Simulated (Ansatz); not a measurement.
TaC:
```xyz
2
Lattice="3.0219 0.0000 0.0000 -1.5109 2.6170 0.0000 0.0000 0.0000 2.8602" Properties=species:S:1:pos:R:3 pbc="T T T"
Ta     0.0000     0.0000     0.0000
C      0.0000     1.7447     1.4301
```

Relaxed with PBEsol. Special points in fractions of this cell's reciprocal vectors: Γ (0.000, 0.000, 0.000); M (0.500, 0.000, 0.000); K (0.333, 0.333, 0.000); A (0.000, 0.000, 0.500); L (0.500, 0.000, 0.500); H (0.333, 0.333, 0.500).

List the band energies nearest the Fermi level at these points for DFT-PBEsol with spin–orbit coupling in the program Ansatz with PAW potentials.

In eV from the Fermi level; about four levels below and three above (degenerate sets whole), none deeper than 8.9 eV; points with the same levels are listed once.

| k | below | above |
|---|---|---|
| Γ | -2.45 -2.45 -2.23 -2.23 | 1.00 1.00 4.88 4.88 |
| M | -2.19 -2.19 -2.03 -2.03 | 0.14 0.14 4.16 4.16 |
| K | -3.95 -3.32 -1.96 -1.86 | 1.85 2.21 2.21 |
| A | -1.07 -1.07 -0.96 -0.96 | 0.62 0.62 1.11 1.11 |
| L | -3.22 -3.22 -3.15 -3.15 | 1.07 1.07 5.80 5.80 |
| H | -4.55 -4.08 -0.82 -0.60 | 0.55 0.61 5.72 |

Space group P-6m2. The start of the workflow was typed in or built on a structure type; the Crystallography Open Database copy checked does not list it. It is not the phase usual at ambient conditions (space group No. 225). Symmetry was held in the PBEsol relaxation; its stability against distortions is not shown here. The run is not spin-polarised.

Potentials: the later of the program's two PAW sets.
